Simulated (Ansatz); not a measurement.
CdTe (rock salt, Fm-3m) at seven volumes, PBEsol (plane waves, PAW; program Ansatz), scaled uniformly. One row is withheld.

```
V (Å³/atom)  P (GPa)
-----------  -------
24.537          6.67
25.346          4.04
26.154             ?
26.963          0.00
27.772         -1.54
28.581         -2.84
29.390         -3.92
```

Task: Fit the shown pressures and predict the withheld one.

Result: P = (3/2)B₀(x^(7/2) − x^(5/2))[1 + (3/4)(B′ − 4)(x − 1)] with x = (V₀/V)^(2/3). Least squares on the six rows gives V₀ = 26.963 Å³/atom, B₀ = 56.1 GPa, B′ = 4.89. At V = 26.154, x = 1.0205 and P = 1.84 GPa. The run itself gave 1.84 GPa.

This is a known high-pressure phase of the composition, computed here at zero pressure and temperature. The PBEsol relaxation kept the symmetry of its start; of distortions, only those at the zone centre were tested. Scalar-relativistic: spin–orbit coupling is off unless named, which matters more the heavier the elements.

Potentials: the later of the program's two PAW sets.
